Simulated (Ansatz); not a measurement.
input.yaml (Ansatz)

```yaml
crystal:
  lattice:
    - [2.708477035, 0.0, 0.0]
    - [0.0, 2.708477035, 0.0]
    - [0.0, 0.0, 2.708477035]
  atoms:
    - { symbol: Nb, position: [0.0, 0.0, 0.0], spin: 1.0 }
hamiltonian:
  xc: r2scan
  pseudopotentials:
    kind: paw
    azcp:
      Nb: "pseudopotentials/Nb.paw.azcp"
basis:
  ecutwfc: 500
  fft_grid_basis: typed
kpoints:
  mp_grid: { grid: [19, 19, 19], shift: [0, 0, 0] }
magnetization:
  spin_polarized: true
scf:
  occupations: { method: fermi_dirac, width: 0.05 }
output:
  stress: true
```

and its output:

```
Engine: ansatz 0.2.0, x86_64-unknown-linux-gnu
Pseudopotentials: kind: paw
Pseudopotential: Nb, paw, valence charge 13, recommended cutoff 500 eV (meta_gga) 
Functional definition: r2SCAN
  parameter k0 = 0.174
  parameter k1 = 0.065
  parameter a1 = 4.9479
  exchange = r2scan_x(k0 = k0, k1 = k1, a1 = a1)
  correlation = r2scan_c
Crystal: 1 atoms, lattice volume = 19.869 Å³
Basis set: ecut = 500 eV, 485 PW (Γ), exchange–correlation on 80×80×80 points (64 copies of the dense FFT grid, shifted against one another)
Bands: 11, of which v1, the nominal top of the filled ones, is band 7 counted from 1 (6 counted from 0)
Symmetry: 48 space group operations
Space group: Pm-3m (ITA 221), of the structure as read, at distance tolerance 2.7e-5 Å
Magnetic group: BNS 221.92 (UNI 1594), of the structure as read, at distance tolerance 2.7e-5 Å
k-points: 220 of 6859
Non-local potential: Nb, projectors of the file, l = 0: 3, l = 1: 2, l = 2: 2, l = 3: 1
PAW form: soft (Blöchl's): semilocal exchange-correlation on the pseudo side does not see the compensation charge
PAW frozen core: Nb, regenerated for the run's functional (the file was generated under x = pbe(κ = 0.804, μ = 0.2195149727645171), c = pbe(β = 0.06672455060314922))
PAW one-centre angular grid: Nb, 590 points (default); XC on 160 Gauss nodes
Initial density: superposition of atomic densities (chi_scale 0.1, normalization cell)
Starting moments: Σ|m| = 1 μB on 1 of 1 site
Initial wavefunctions: pseudopotential atomic-orbital guess
Functional: x = r2scan, c = r2scan; τ floored in thin density (d = 2e-4 eV/Å³)
SCF iter   1: F=—  HF=-4562.674786 eV  |F-HF|=—  |Δ(HF+E_count)|=         —  Δρ=4.35e-2 (↑4.35e-2 ↓2.46e-2)  dr2=8.68e-1  dr2_τ=1.01e-2  dr2_m=4.45e-2  M=0.546 μB ∫|m|=0.546 μB  β_m=0.66  ethr=3.10e-3  ⟨swp⟩=5.5  Hψ=28910  notcnv=0
Mixer restart at iter 1: flushing history
SCF iter   2: F=—  HF=-4562.560938 eV  |F-HF|=—  |Δ(HF+E_count)|=   1.14e-1  Δρ=2.96e-2 (↑2.96e-2 ↓2.05e-2)  dr2=4.73e-1  dr2_τ=2.75e-3  dr2_m=1.21e-2  M=0.450 μB ∫|m|=0.451 μB  β_m=0.30  ethr=3.10e-3  ⟨swp⟩=2.0  Hψ=10074  notcnv=0  defer=61  κ⁻¹=1.0e0(r=1)
SCF iter   3: F=—  HF=-4562.555599 eV  |F-HF|=—  |Δ(HF+E_count)|=   5.34e-3  Δρ=1.05e-2 (↑7.23e-3 ↓1.05e-2)  dr2=2.80e-2  dr2_τ=5.03e-4  dr2_m=3.47e-3  M=0.228 μB ∫|m|=0.239 μB  β_m=0.30  ethr=3.10e-3  ⟨swp⟩=2.6  Hψ=9221  notcnv=0  defer=61  κ⁻¹=3.6e-2(r=2)
SCF iter   4: F=—  HF=-4562.611803 eV  |F-HF|=—  |Δ(HF+E_count)|=         —  Δρ=5.44e-3 (↑4.31e-3 ↓5.44e-3)  dr2=5.60e-3  dr2_τ=5.85e-4  dr2_m=1.19e-3  M=0.060 μB ∫|m|=0.078 μB  β_m=0.69  ethr=2.16e-4  ⟨swp⟩=2.5  Hψ=9650  notcnv=0  defer=69
...
SCF iter  13: F=—  HF=-4562.614626 eV  |F-HF|=—  |Δ(HF+E_count)|=   3.21e-8  Δρ=4.01e-6 (↑4.01e-6 ↓3.63e-6)  dr2=4.82e-10  dr2_τ=3.45e-10  dr2_m=2.42e-9  M=0.001 μB ∫|m|=0.001 μB  β_m=1.00  ethr=6.63e-12  ⟨swp⟩=3.1  Hψ=10438  notcnv=0  defer=55  κ⁻¹=8.5e-8(r=8)
SCF iter  14: F=—  HF=-4562.614626 eV  |F-HF|=—  |Δ(HF+E_count)|=   1.98e-9  Δρ=1.06e-6 (↑1.06e-6 ↓7.15e-7)  dr2=2.96e-10  dr2_τ=1.30e-11  dr2_m=4.05e-11  M=0.000 μB ∫|m|=0.000 μB  β_m=1.00  ethr=3.71e-12  ⟨swp⟩=3.2  Hψ=10460  notcnv=0  defer=55  κ⁻¹=1.5e-7(r=8)
SCF iter  15: F=-4562.614626 eV  HF=-4562.614626 eV  |F-HF|=1.73e-10  |Δ(HF+E_count)|=   3.63e-9  Δρ=3.88e-7 (↑3.04e-7 ↓3.88e-7)  dr2=3.41e-11  dr2_τ=1.44e-12  dr2_m=1.12e-11  M=-0.000 μB ∫|m|=0.000 μB  ethr=2.28e-12  ⟨swp⟩=1.0  Hψ=15287  notcnv=0
SCF 1 converged in 15 iterations: F = -4562.614626 eV  dr2 = 3.41e-11
WARN: the starting moments were not kept: the SCF closed with an absolute magnetisation of 9.1e-6 μB, where they sum to 1 μB in size (1 site). That is at most 0.1 of that sum. Measured as dr2_m measures the in/out step, that magnetisation stands 1.2e-11 eV from none, at or under the dr2_threshold of 1.0e-7 eV: it is no larger than a step whose dr2_m would equal this threshold. The system may hold no moment; this SCF shows only that its start led to no more than that. To try another start: raise the starting moments (crystal.atoms[].spin, magnetization.per_species, magnetization.initial_magnetization, or on a non-collinear deck that types none of these the spinor_matrix: blocks that start its atoms; where the total moment is fixed, keep their sum and leave initial_magnetization as it is; typed ones take the place of any that the run laid by itself, positive ones on a crystal's lanthanoids without a Hubbard term where scf.initial_density.shell_occupations: [] is typed) or, if the notice of its spin-set hold's release reads "site moments contracting" or "site moments show no strong build", lengthen the hold (scf.mixing.spin_hold: { on: { confirm: 4 } }; for m-r²SCAN on two components see the key's manual first). Each may lead to a state that holds a moment. A second SCF, from the converged charge density, with the starting moments and any scf.initial_density.shell_occupations laid on it anew, would have followed, and was not run: the deck does not ask for one (magnetization.retry_lost_moments is false, the default). To let it run, set magnetization.retry_lost_moments: true and run the deck again, where that key's refused combinations let it; where memory then withholds it, that run's warning says so.
this state was not tested for a lower state beside it, because the mixer in use, unlike msr1, does not test its closes by its own steps (another_mixer; see scf.mixing.algorithm and scf.lower_state_search)
SCF converged after 15 iterations
Magnetization: -0.0000 μB (6.5000 up, 6.5000 down)
Absolute magnetization: 0.0000 μB (∫|ρ↑−ρ↓|, with the PAW one-centre terms)
Spin contamination: 0.0000 ħ² per cell (⟨S²⟩ above its minimum at these occupations)
Per-site moments (μB) at R_I (Å): [(-4.841481806231113e-6, 1.1172467769375)]
Free energy (F): -4562.614626 eV
Harris-Foulkes:  -4562.614626 eV  (|F-HF|=1.73e-10)
Internal energy: -4562.603198 eV  (E = F + TS)
E sigma→0 (E₀):  -4562.608912 eV
Entropy (-TS):   -0.011429 eV (-11.429 meV/atom)
Fermi energy:    15.938244 eV
--- Per-component energies (eV) ---
  E_band       = -104.317487
  E_kinetic    = 394.291074
  E_local      = -797.295723  (includes V_loc(G=0)·N_el)
  E_nonlocal   = 121.437824
  E_hartree    = 253.664548
  E_xc         = -169.013530
  E_vxc        = -235.940580  (∫ρ·V_xc dr)
  E_paw        = -3090.852967  (= ΣΔE_a)
  E_vpaw       = -109.114039  (= ΣTr[D̂ρ^β])
  E_aug_tail   = 0.000004  (compensation charges beyond the density's cutoff)
  E_vtau       = 14.974723  (kinetic-family band-sum trace: ∫τ·v_τ [+ j·A + Jᵃ·Aᵃ] dr)
  E_ewald      = -1274.641997
  E_core_change = -0.192431  (= ΣΔE_core)
  E_smearing   = -0.011429  (= −TS)
  E_closure    = 0.000000  (closes the sum)
  Σ components = -4562.614626   (vs F -4562.614626, Δ=0.00e0)
--- Stress (GPa, compression-positive) ---
       -0.163560       0.000000       0.000000
       -0.000000      -0.163560       0.000000
        0.000000       0.000000      -0.163560
  P = ⅓ Tr σ = -0.1636 GPa (-1.636 kbar)
```
